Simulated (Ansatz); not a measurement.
Input file for Ansatz (an electronic-structure program):

Ansatz 0.2 input:
```yaml
crystal:
  lattice:
    - [0.0, 2.3343815605, 2.3343815605]
    - [2.3343815605, 0.0, 2.3343815605]
    - [2.3343815605, 2.3343815605, 0.0]
  atoms:
    - { symbol: C, position: [0.0, 0.0, 0.0] }
    - { symbol: Zr, position: [0.5, 0.5, 0.5] }
kpoints:
  mp_grid: { grid: [11, 11, 11] }
  band_path:
    path:
      - [[0.0, 0.0, 0.0], [0.5, 0.0, 0.5], [0.625, 0.25, 0.625]]  # Γ-X-U
      - [[0.375, 0.375, 0.75], [0.0, 0.0, 0.0], [0.5, 0.5, 0.5], [0.5, 0.25, 0.75], [0.5, 0.0, 0.5]]  # K-Γ-L-W-X
    npoints: 12
basis: { xc_grid: 2 }
hamiltonian:
  xc: pbesol
  pseudopotentials: { kind: paw }
magnetization: { noncollinear: true, spin_orbit: true }
scf:
  n_extra_bands: 12
  convergence: { dr2_threshold: 0.0000000001 }
  occupations: { method: gaussian, width: 0.05 }
output: { eigenvalues: true }
```

Output (shortened):

```
Pseudopotential: C, paw_fr, valence charge 4
Pseudopotential: Zr, paw_fr, valence charge 12
Functional definition: PBEsol
non-collinear run that drives no moment, with spin-orbit …
Crystal: 2 atoms, lattice volume = 25.442 Å³
Basis set: ecut = 420 eV, 531 PW (Γ), exchange–correlation on 48×48×48 points (8 copies of the dense FFT grid, shifted against one another)
Bands: 28, of which v1, the nominal top of the filled ones, is band 16 counted from 1 (15 counted from 0)
Symmetry: 48 space group operations + 48 with time reversal
k-points: 56 of 1331
Projection manifold: j_resolved (fully-relativistic pseudo-atomic orbitals)
SCF iter   1: F=—  HF=-4378.539379 eV  |F-HF|=—  |Δ(HF+E_count)|=         —  Δρ=8.03e-2  dr2=2.51e0  dr2_m=0.00e0 (ungated)  ethr=3.10e-3  |M|=0.00e0 ∫|m|=0.00e0 μB  |m|>n=0.0e0 m-floor=0.0e0 τ_xc=0.0e0  β_m=0.30  ⟨swp⟩=5.7  Hψ=3654  notcnv=0  defer=46
preconditioner: auto → none
SCF iter   2: F=—  HF=-4378.004974 eV  |F-HF|=—  |Δ(HF+E_count)|=   5.34e-1  Δρ=2.55e-2  dr2=7.47e-2  dr2_m=0.00e0 (ungated)  ethr=3.10e-3  |M|=0.00e0 ∫|m|=0.00e0 μB  |m|>n=0.0e0 m-floor=0.0e0 τ_xc=0.0e0  β_m=0.29  ⟨swp⟩=2.0  Hψ=1433  notcnv=0  defer=268
SCF iter   3: F=—  HF=-4378.004109 eV  |F-HF|=—  |Δ(HF+E_count)|=   8.65e-4  Δρ=1.63e-2  dr2=3.01e-2  dr2_m=0.00e0 (ungated)  ethr=4.67e-4  |M|=0.00e0 ∫|m|=0.00e0 μB  |m|>n=0.0e0 m-floor=0.0e0 τ_xc=0.0e0  β_m=0.60  ⟨swp⟩=2.0  Hψ=916  notcnv=0  defer=268
SCF iter   4: F=—  HF=-4378.008971 eV  |F-HF|=—  |Δ(HF+E_count)|=   4.86e-3  Δρ=2.39e-3  dr2=5.89e-4  dr2_m=0.00e0 (ungated)  ethr=1.88e-4  |M|=0.00e0 ∫|m|=0.00e0 μB  |m|>n=0.0e0 m-floor=0.0e0 τ_xc=0.0e0  β_m=0.64  ⟨swp⟩=2.0  Hψ=832  notcnv=0  defer=268
SCF iter   5: F=—  HF=-4378.009279 eV  |F-HF|=—  |Δ(HF+E_count)|=   3.08e-4  Δρ=3.39e-4  dr2=1.03e-5  dr2_m=0.00e0 (ungated)  ethr=3.68e-6  |M|=0.00e0 ∫|m|=0.00e0 μB  |m|>n=0.0e0 m-floor=0.0e0 τ_xc=0.0e0  β_m=0.82  ⟨swp⟩=2.1  Hψ=811  notcnv=0  defer=268
SCF iter   6: F=—  HF=-4378.009289 eV  |F-HF|=—  |Δ(HF+E_count)|=   9.89e-6  Δρ=9.00e-5  dr2=1.23e-6  dr2_m=0.00e0 (ungated)  ethr=6.41e-8  |M|=0.00e0 ∫|m|=0.00e0 μB  |m|>n=0.0e0 m-floor=0.0e0 τ_xc=0.0e0  β_m=0.66  ⟨swp⟩=2.4  Hψ=972  notcnv=0  defer=268
SCF iter   7: F=—  HF=-4378.009288 eV  |F-HF|=—  |Δ(HF+E_count)|=   9.06e-7  Δρ=3.04e-5  dr2=1.51e-7  dr2_m=0.00e0 (ungated)  ethr=7.70e-9  |M|=0.00e0 ∫|m|=0.00e0 μB  |m|>n=0.0e0 m-floor=0.0e0 τ_xc=0.0e0  β_m=0.83  ⟨swp⟩=2.1  Hψ=1130  notcnv=0  defer=268
SCF iter   8: F=—  HF=-4378.009288 eV  |F-HF|=—  |Δ(HF+E_count)|=   4.75e-8  Δρ=1.39e-6  dr2=2.32e-10  dr2_m=0.00e0 (ungated)  ethr=9.43e-10  |M|=0.00e0 ∫|m|=0.00e0 μB  |m|>n=0.0e0 m-floor=0.0e0 τ_xc=0.0e0  β_m=0.92  ⟨swp⟩=2.0  Hψ=869  notcnv=0  defer=268
SCF iter   9: F=-4378.009288 eV  HF=-4378.009288 eV  |F-HF|=1.73e-11  |Δ(HF+E_count)|=  1.36e-10  Δρ=3.25e-7  dr2=2.15e-11  dr2_m=0.00e0 (ungated)  ethr=1.00e-12  |M|=0.00e0 ∫|m|=0.00e0 μB  |m|>n=0.0e0 m-floor=0.0e0 τ_xc=0.0e0  ⟨swp⟩=8.0  Hψ=2805  notcnv=0
SCF 1 converged in 9 iterations: F = -4378.009288 eV  dr2 = 2.15e-11
NSCF: frozen V_eff on 74 k-points
SCF converged after 9 iterations
Magnetization: |M| = 0.0000 μB,  M = (+0.0000, +0.0000, +0.0000) μB
Absolute magnetization: 0.0000 μB (∫|m|)
  site 0: m = (+0.0000, +0.0000, +0.0000) μB, |m| = 0.0000 μB  (R = 0.96 Å)
  site 1: m = (+0.0000, +0.0000, +0.0000) μB, |m| = 0.0000 μB  (R = 0.96 Å)
Free energy (F): -4378.009288 eV
Harris-Foulkes:  -4378.009288 eV  (|F-HF|=1.73e-11)
Internal energy: -4378.008889 eV  (E = F + TS)
E sigma→0 (E₀):  -4378.009089 eV
Entropy (-TS):   -0.000399 eV (-0.199 meV/atom)
Fermi energy:    15.142284 eV
--- Per-component energies (eV) ---
  E_band       = -44.231721
  E_kinetic    = 423.121052
  E_local      = -585.156405  (includes V_loc(G=0)·N_el)
  E_nonlocal   = 106.246262
  E_hartree    = 175.373435
  E_xc         = -210.091213
  E_vxc        = -252.223303  (∫ρ·V_xc dr)
  E_paw        = -2995.091189  (= ΣΔE_a)
  E_vpaw       = -86.966111  (= ΣTr[D̂ρ^β])
  E_aug_tail   = 0.000029  (compensation charges beyond the density's cutoff)
  E_ewald      = -1292.598434
  E_core_change = 0.187574  (= ΣΔE_core)
  E_smearing   = -0.000399  (= −TS)
  E_closure    =  0.000000  (closes the sum)
  Σ components = -4378.009288   (vs F -4378.009288, Δ=0.00e0)
  [band-id]    e_kinetic+e_local+e_nonlocal+2·e_hartree+e_vxc+e_vpaw+e_augmentation_tail = -44.231606   (vs E_band -44.231721, Δ=1.14e-4)
--- Band table (eV; the first three rows and the last of 56) ---
  k-point 0: bands = ["-32.7973", "-32.7973", "-11.7608", "-11.7608", "-9.9629", "-9.9629", "-9.9629", "-9.9629", "3.7292", "3.7292", "15.9979", "15.9979", "16.0615", "16.0615", "16.0615", "16.0615", "16.1258", "16.1258", "16.1258", "16.1258", "16.1983", …
  k-point 1: bands = ["-32.7884", "-32.7884", "-11.7885", "-11.7885", "-10.0225", "-10.0225", "-9.9702", "-9.9702", "3.9254", "3.9254", "14.8357", "14.8357", "15.1143", "15.1143", "15.1178", "15.1178", "16.4933", "16.4933", "16.4967", "16.4967", "16.9411", …
  k-point 2: bands = ["-32.7644", "-32.7644", "-11.8675", "-11.8675", "-10.1713", "-10.1713", "-9.9894", "-9.9894", "4.4712", "4.4712", "13.3789", "13.3789", "13.9825", "13.9825", "13.9924", "13.9924", "17.0607", "17.0607", "17.0608", "17.0608", "17.4808", …
  k-point 55: bands = ["-32.6474", "-32.6474", "-12.1905", "-12.1905", "-10.5682", "-10.5682", "-10.3747", "-10.3747", "5.6626", "5.6626", "12.1417", "12.1417", "12.7085", "12.7085", "12.8963", "12.8963", "17.9910", "17.9910", "18.8154", "18.8154", "20.8851", …
```

Cost: about 19 core-seconds (a rough figure) on shared cores.

Space group Fm-3m (rock salt). The PBEsol relaxation kept the symmetry of its start; of distortions, only those at the zone centre were tested. No spin polarisation was allowed.

Potentials: the later of the program's two PAW sets.

Ansatz is a plane-wave DFT program.
